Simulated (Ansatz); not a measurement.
Question: Te (diamond, Fd-3m) is relaxed with r²SCAN in the plane-wave PAW code Ansatz. What lattice parameters of the conventional cell result?

Answer: a = 7.143 Å.

Question: Is it a metal or does it have a gap at this level?

Answer: No gap at this level.

The start of the workflow was typed in or built on a structure type; neither database checked (COD, Materials Project) lists it. It is not the phase usual at ambient conditions (space group No. 152). The cell was relaxed with r²SCAN under the symmetry of its start; whether a distortion lowers the energy is not shown. Spin–orbit coupling is left out wherever it is not named.

Potentials: the earlier of the program's two PAW sets.
